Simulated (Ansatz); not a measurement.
GaN:
```xyz
4
Lattice="2.9672 0.0000 0.0000 -1.4836 2.5696 0.0000 0.0000 0.0000 5.0327" Properties=species:S:1:pos:R:3 pbc="T T T"
Ga     0.0000     0.0000     0.0000
Ga     0.0000     0.0000     2.5164
N      0.0000     1.7131     1.2582
N      1.4836     0.8565     3.7745
```

Relaxed with r²SCAN. Special points in fractions of this cell's reciprocal vectors: Γ (0.000, 0.000, 0.000); M (0.500, 0.000, 0.000); K (0.333, 0.333, 0.000); A (0.000, 0.000, 0.500); L (0.500, 0.000, 0.500); H (0.333, 0.333, 0.500).

Task: List the band energies nearest the valence-band maximum at these points for plane-wave PAW r²SCAN (Ansatz code).

Result: In eV from the valence-band maximum; about four levels below and three above (degenerate sets whole), none deeper than 8.9 eV; points with the same levels are listed once.

```json
[
 {"k": "Γ", "below": "-0.56 -0.56 -0.13 -0.13", "above": "2.13 5.19 10.19"},
 {"k": "M", "below": "-5.12 -2.95 -2.77 -0.27", "above": "4.19 5.62 5.78"},
 {"k": "K", "below": "-4.00 -4.00 -3.44 -3.44", "above": "1.90 8.32 9.91 9.91"},
 {"k": "A", "below": "-0.31 -0.31 -0.31 -0.31", "above": "4.91 4.91 10.07 10.07"},
 {"k": "L", "below": "-2.27 -2.27 -1.78 -1.78", "above": "3.56 3.56 8.66 8.66"},
 {"k": "H", "below": "-5.80 -5.80 -0.79 -0.79", "above": "6.01 6.01 6.34 6.34"}
]
```

Space group P6_3/mmc (NiAs type). The start of the workflow was typed in or built on a structure type; the Crystallography Open Database copy checked does not list it. It is not the phase usual at ambient conditions (space group No. 186, 216). The cell was relaxed with r²SCAN under the symmetry of its start; whether a distortion lowers the energy is not shown. Spin–orbit coupling is left out wherever it is not named.

Potentials: the later of the program's two PAW sets.
